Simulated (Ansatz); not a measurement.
# Ni2SbTe: do energies and stresses tell the same story?

These are results of DFT r2SCAN, scalar-relativistic, plane waves, PAW (Ansatz), not measurements.

Cutoff 500 eV; k points 12×12×8 on the computed 4-atom cell (Γ-centred); Gaussian smearing, width 0.10 eV; no spin polarisation.

Relaxed cell: P-6m2, a = 3.966 Å, b = 3.966 Å, c = 5.203 Å, α = 90.00°, β = 90.00°, γ = 120.00°, 4 atoms in the primitive cell. Whether it is the stable form of this composition wasn't checked.

Energies at zero smearing and pressures from the stress tensor, at volumes with shape and atoms relaxed:
```csv
V (Å³/atom),E − E(first) (meV/atom),P (GPa)
16.655,0.00,8.12
17.186,-19.40,3.70
17.718,-25.39,0.00
18.249,-20.14,-3.09
18.781,-5.48,-5.68
```

Question: Check P = −dE/dV between neighbouring volumes, and get the bulk modulus from the pressures alone.

Answer: With 1 eV/Å³ = 160.2 GPa:
```json
{"middle V (Å³/atom)": "16.920", "−ΔE/ΔV (GPa)": "5.848", "mean P (GPa)": "5.910"}
{"middle V (Å³/atom)": "17.452", "−ΔE/ΔV (GPa)": "1.805", "mean P (GPa)": "1.852"}
{"middle V (Å³/atom)": "17.983", "−ΔE/ΔV (GPa)": "-1.582", "mean P (GPa)": "-1.543"}
{"middle V (Å³/atom)": "18.515", "−ΔE/ΔV (GPa)": "-4.419", "mean P (GPa)": "-4.384"}
```

The two differ by 0.06 GPa at most. The mean of two end pressures misses the average over a step by about ΔV² P″/12, up to 0.07 GPa here; with that taken off 0.01 GPa remains. Around V = 17.718 Å³/atom, the two neighbours give B = −V ΔP/ΔV = 17.718 × 6.79 / 1.063 = 113.2 GPa, against B0 = 112.5 GPa from the Birch–Murnaghan fit of the energies.

Spin-orbit coupling is left out, which matters for the bands of heavy elements.

A ferromagnetic start lost its moments in a first run, so spin was left out; other magnetic orders weren't tried.

Cost: 6 runs of about 11 core-minutes in all, on Intel Xeon 6975P-C (Granite Rapids) (shared hosts).